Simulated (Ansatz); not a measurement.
Recipe of this trial structure of MnFeC4N4: stacked square cyanide-bridged sheets (P4/mmm, No. 123). Its size is a rough estimate.

```cif
data_structure
_symmetry_space_group_name_H-M 'P4/mmm'
_symmetry_Int_Tables_number 123
_cell_length_a 7.2662
_cell_length_b 7.2662
_cell_length_c 3.5624
_cell_angle_alpha 90.000
_cell_angle_beta 90.000
_cell_angle_gamma 90.000
_cell_volume 188.09
loop_
_atom_site_label
_atom_site_type_symbol
_atom_site_symmetry_multiplicity
_atom_site_Wyckoff_symbol
_atom_site_fract_x
_atom_site_fract_y
_atom_site_fract_z
_atom_site_occupancy
Mn1 Mn 1 a 0.00000 0.00000 0.00000 1
Fe1 Fe 1 c 0.50000 0.50000 0.00000 1
C1 C 4 j 0.18859 0.81141 0.00000 1
N1 N 4 j 0.30245 0.69755 0.00000 1
```

Computed with DFT PBE, scalar-relativistic, plane waves, PAW (Ansatz). Cutoff 420 eV, Gaussian smearing, Γ-centred meshes. Cell and atoms relax on a converged mesh. In metals the finer mesh still leaves noise of several meV/atom or more. The steps can't lower the symmetry of their start. Collinear spin, starting moments Mn 4.0; Fe 4.0 μB.

A guess keeps its type if space group and coordination stay and the shape of the cell changes little (axis ratios within about 15 %, angles within 6°); the volume may change.

Q: Will the relaxed cell still be of the starting type?

A: It keeps its type. The symmetry stays P4/mmm (No. 123). The volume per atom shrinks by 0.5 %, from 18.8 to 18.7 Å³. The shortest distance stays 1.17 Å (C–N). The ratio c/a of the conventional cell changes by a factor of 0.99. Counting neighbours within 15 % of an atom's shortest distance, the start has C 1, Fe 4, Mn 4, N 1 and the end C 1, Fe 4, Mn 4, N 1.

The zero of energy is the elements' standard structures at the same level (N₂ as a molecule); no fitted shifts are applied.

Q: At what energy does it end?

A: +0.48 eV/atom. The separate elements lie lower, so it is unstable against them.

The last run used collinear spin, a 6×6×10 mesh (in the run's order of axes) for its 10-atom cell and Gaussian smearing of 0.10 eV. Weakly bound directions are ill-defined at this level, which has no dispersion term. In such compounds of Fe and Mn a zero gap at this level may well be an artefact, since no Hubbard U is applied. The reference form of C is held partly by dispersion forces, which this level lacks. Another magnetic order may lie lower. A structure relaxed within its symmetry needn't be a true minimum.
